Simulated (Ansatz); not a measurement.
An Ansatz (a first-principles code) run. Input:

Ansatz 0.2 input:
```yaml
crystal:
  lattice:
    - [2.7477863193, 0.0, 0.0]
    - [0.0, 2.7477863193, 0.0]
    - [0.0, 0.0, 3.8979040529]
  atoms:
    - { symbol: Ir, position: [0.0, 0.0, 0.0] }
    - { symbol: W, position: [0.5, 0.5, 0.5] }
kpoints:
  mp_grid: { grid: [21, 21, 15] }
hamiltonian:
  xc: pbesol
  pseudopotentials: { azcp: { folder: ./paw }, kind: paw }
scf:
  occupations: { method: fermi_dirac, width: 0.1 }
elastic: { mode: relaxed_ion, stencil: two_point, amplitude: 0.005, f_tol: 0.0005 }
```

Output (shortened):

```
Pseudopotential: Ir, paw, valence charge 17
Pseudopotential: W, paw, valence charge 14
Functional definition: PBEsol
Crystal: 2 atoms, lattice volume = 29.430 Å³
Basis set: ecut = 420 eV, 585 PW (Γ), exchange–correlation on 40×40×54 points (8 copies of the dense FFT grid, shifted against one another)
Bands: 20, of which v1, the nominal top of the filled ones, is band 16 counted from 1 (15 counted from 0)
Symmetry: 16 space group operations
Space group: P4/mmm (ITA 123), of the structure as read, at distance tolerance 3.1e-5 Å
k-points: 528 of 6615
SCF 1 converged in 10 iterations: F = -22058.641573 eV  dr2 = 4.58e-14
Crystal: 2 atoms, lattice volume = 29.283 Å³
Symmetry: 8 space group operations
k-points: 968 of 6615
SCF 2 converged in 8 iterations: F = -22058.639642 eV  dr2 = 2.17e-15
Crystal: 2 atoms, lattice volume = 29.578 Å³
SCF 3 converged in 6 iterations: F = -22058.640076 eV  dr2 = 2.14e-14
Crystal: 2 atoms, lattice volume = 29.283 Å³
SCF 4 converged in 9 iterations: F = -22058.640089 eV  dr2 = 1.27e-15
Crystal: 2 atoms, lattice volume = 29.578 Å³
SCF 5 converged in 7 iterations: F = -22058.640183 eV  dr2 = 1.07e-14
Crystal: 2 atoms, lattice volume = 29.430 Å³
Symmetry: 4 space group operations
k-points: 1738 of 6615
SCF 6 converged in 7 iterations: F = -22058.640992 eV  dr2 = 1.36e-14
Crystal: 2 atoms, lattice volume = 29.430 Å³
SCF 7 converged in 5 iterations: F = -22058.640992 eV  dr2 = 2.59e-14
Crystal: 2 atoms, lattice volume = 29.430 Å³
SCF 8 converged in 6 iterations: F = -22058.641326 eV  dr2 = 7.73e-14
Crystal: 2 atoms, lattice volume = 29.430 Å³
SCF 9 converged in 5 iterations: F = -22058.641326 eV  dr2 = 2.53e-14
SCF converged after 10 iterations
Free energy (F): -22058.641573 eV
Harris-Foulkes:  -22058.641573 eV  (|F-HF|=7.28e-12)
Internal energy: -22058.612131 eV  (E = F + TS)
E sigma→0 (E₀):  -22058.626852 eV
Entropy (-TS):   -0.029442 eV (-14.721 meV/atom)
Fermi energy:    24.189442 eV
--- Per-component energies (eV) ---
  E_band       = -165.312310
  E_kinetic    = 962.557440
  E_local      = -1674.747699  (includes V_loc(G=0)·N_el)
  E_nonlocal   = 169.911497
  E_hartree    = 656.446323
  E_xc         = -495.951897
  E_vxc        = -488.839273  (∫ρ·V_xc dr)
  E_paw        = -17581.036088  (= ΣΔE_a)
  E_vpaw       = -447.087431  (= ΣTr[D̂ρ^β])
  E_aug_tail   = 0.000506  (compensation charges beyond the density's cutoff)
  E_ewald      = -4096.279419
  E_core_change = 0.487206  (= ΣΔE_core)
  E_smearing   = -0.029442  (= −TS)
  E_closure    = 0.000000  (closes the sum)
  Σ components = -22058.641573   (vs F -22058.641573, Δ=0.00e0)
--- Forces (eV/Å), atoms counted from 1 ---
  atom   1  Ir     0.00000000     0.00000000     0.00000000
  atom   2  W      0.00000000     0.00000000     0.00000000
  max |Σ_I F_I| component: 0.0 eV/Å
--- Stress (GPa, compression-positive) ---
        0.206955       0.000000       0.000000
        0.000000       0.206955       0.000000
        0.000000       0.000000       0.031771
  P = ⅓ Tr σ = 0.1486 GPa (1.486 kbar)
--- Band table (eV; the first three rows and the last of 528) ---
  k-point 0: bands = ["-68.3131", "-49.9336", "-25.1623", "-24.9187", "-24.9187", "-14.2334", "-13.6834", "-13.6834", "13.8381", "17.0663", "17.7823", "21.4471", "21.4471", "21.9677", "23.9194", "24.7482", "26.6258", "28.3818", "28.3894", "28.3894"]
  k-point 1: bands = ["-68.3131", "-49.9337", "-25.1619", "-24.9186", "-24.9186", "-14.2363", "-13.6837", "-13.6837", "13.9071", "17.0977", "17.8094", "21.4810", "21.4810", "21.9104", "23.9292", "24.6464", "26.4081", "28.2420", "28.2420", "28.3627"]
  k-point 2: bands = ["-68.3131", "-49.9337", "-25.1607", "-24.9184", "-24.9184", "-14.2446", "-13.6845", "-13.6845", "14.1119", "17.1863", "17.8894", "21.5813", "21.5813", "21.7464", "23.9571", "24.3332", "25.8630", "27.8486", "27.8486", "28.3083"]
  k-point 527: bands = ["-68.2758", "-49.8199", "-25.2506", "-25.2503", "-25.0795", "-14.4537", "-14.4536", "-14.0971", "18.4949", "19.2708", "19.8386", "19.8533", "21.1490", "21.2159", "22.5463", "25.3584", "25.7844", "30.2224", "31.7634", "33.8531"]
--- Elastic constants: 4 strain directions × 2 members + reference (group order 16) ---
  dense FFT box of the reference and of every strained cell: 20×20×27
  strains applied: 11, 33, 23, 12; error gains …
  C = ∂σ_k/∂η_j (tension-positive GPa; Voigt order 11 22 33 23 13 12):
       746.239    104.870    239.215      0.000      0.000      0.000
       104.870    746.239    239.215      0.000      0.000      0.000
       239.012    239.012    626.146      0.000      0.000      0.000
         0.000      0.000      0.000    253.295      0.000      0.000
         0.000      0.000      0.000      0.000    253.295      0.000
         0.000      0.000      0.000      0.000      0.000    107.566
  reference stress σ⁰ (GPa):     -0.207     -0.207     -0.032      0.000      0.000      0.000
  moduli (Voigt/Reuss/Hill, GPa): K = 364.98/364.94/364.96   G = 225.20/195.75/210.48   E = 529.61   ν = 0.258
  mechanically stable: yes (min eigenvalue of sym C = 107.57 GPa)
  strain η (Voigt 11):  stress-route row diagonal C_11 = 746.24 GPa, energy-path curvature d²(F+E_count+ΔE)/dδ²/Ω₀ = 746.17 GPa
         δ    σ_11 (GPa)             F (eV)   n_scf  n_hpsi   n_pw
    -5.000e-3      -4.0222      -22058.6396424       8  338013    597   relax 0 steps, max|allowed force component| 0.00e0 eV/Å
     5.000e-3       3.4402      -22058.6400759       6  267636    598   relax 0 steps, max|allowed force component| 0.0 eV/Å
  strain η (Voigt 33):  stress-route row diagonal C_33 = 626.15 GPa, energy-path curvature d²(F+E_count+ΔE)/dδ²/Ω₀ = 626.15 GPa
         δ    σ_33 (GPa)             F (eV)   n_scf  n_hpsi   n_pw
    -5.000e-3      -3.2186      -22058.6400885       9  184059    593   relax 0 steps, max|allowed force component| 0.0 eV/Å
     5.000e-3       3.0429      -22058.6401829       7  158653    597   relax 0 steps, max|allowed force component| 0.0 eV/Å
  strain η (Voigt 23):  stress-route row diagonal C_44 = 253.30 GPa, energy-path curvature d²(F+E_count+ΔE)/dδ²/Ω₀ = 253.37 GPa
         δ    σ_23 (GPa)             F (eV)   n_scf  n_hpsi   n_pw
    -5.000e-3      -1.2665      -22058.6409921       7  648356    597   relax 0 steps, max|allowed force component| 0.00e0 eV/Å
     5.000e-3       1.2665      -22058.6409921       5  449565    597   relax 0 steps, max|allowed force component| 0.00e0 eV/Å
  strain η (Voigt 12):  stress-route row diagonal C_66 = 107.57 GPa, energy-path curvature d²(F+E_count+ΔE)/dδ²/Ω₀ = 107.65 GPa
         δ    σ_12 (GPa)             F (eV)   n_scf  n_hpsi   n_pw
    -5.000e-3      -0.5378      -22058.6413259       6  287913    597   relax 0 steps, max|allowed force component| 0.0 eV/Å
     5.000e-3       0.5378      -22058.6413259       5  253624    597   relax 0 steps, max|allowed force component| 0.0 eV/Å
```

Cost: around 4 core-minutes (rough) on shared cores.

The start of the workflow was typed in or built on a structure type; neither database checked (COD, Materials Project) lists it. COD files the formula under space group No. 51. Its standing as an ambient phase is unchecked. The cell was relaxed with PBEsol under the symmetry of its start; its stability against distortions is not shown here. No spin polarisation was allowed. As this level gives no gap, shear constants depend on the k-mesh and smearing (Fermi–Dirac, 0.1 eV here). Axis ratios of metals converge slowly with the k-mesh, so a and c are less sure than the volume. Spin–orbit coupling is left out wherever it is not named.

Potentials: the earlier of the program's two PAW sets. The files were generated under PBE; for other functionals the program regenerates the frozen cores, and for LDA and PBEsol the local potential too.

Ansatz is a plane-wave DFT program.
